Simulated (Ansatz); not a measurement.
Zn (hcp, Mg type)

```xyz
2
Lattice="2.6226 0.0000 0.0000 -1.3113 2.2713 0.0000 0.0000 0.0000 5.1887" Properties=species:S:1:pos:R:3 pbc="T T T"
Zn     0.0000     1.5142     3.8915
Zn     1.3113     0.7571     1.2972
```

The slice is a (-1 1 0 2) plane (indices of the conventional cell) through the point (0.333, 0.667, 0.750) (fractional), spanned by u = [110] and v = [1 -1 1] in vectors of this cell: u (2.62 Å) and v (6.90 Å, at 90° to u). It covers one period; positions are fractions (u, v).

Method: PBE (plane waves to 420 eV, PAW, scalar-relativistic; Ansatz, a program for electronic structure). k mesh 20×20×9. Inside the PAW spheres the values are not all-electron values, and peaks at nuclei hang on which shells count as valence. Zn was relaxed with its symmetry unable to fall.

Problem. What is the ELF at the midpoint of the shortest Zn–Zn line in this plane (2.62 Å)?

Solution. 0.3.

Problem. What is the valence density on the shortest Zn–Zn line in this plane (2.62 Å), at its midpoint?

Solution. 0.25 e/Å³.

Problem. Sketch the valence electron density on this plane as a map.

Solution. 
```
|%%##==::....::==##|
|++==--........--==|
|::::....    ....::|
|....            ..|
|                  |
|                  |
|                  |
|        ....      |
|      ........    |
|..................|
|::::............::|
|----::........::--|
|====::........::==|
|++==--........--==|
|==--::..    ..::--|
|::::..        ..::|
|....            ..|
|                  |
|                  |
|....            ..|
|::::....    ....::|
|++==--........--==|
|%%##==::....::==##|
|@@%%++::....::++%%|
```
Scale: ten equal steps from -1.00 (start of ' ') to 1.66 (end of '@'), in the order ' .:-=+*#%@'. Values: log₁₀ of the valence density in e/Å³. The map has 9 points along u (two characters each, u = 0 at the left) and 24 along v (v = 0 in the bottom row). The scale is logarithmic, as a density can span decades between atoms and voids.
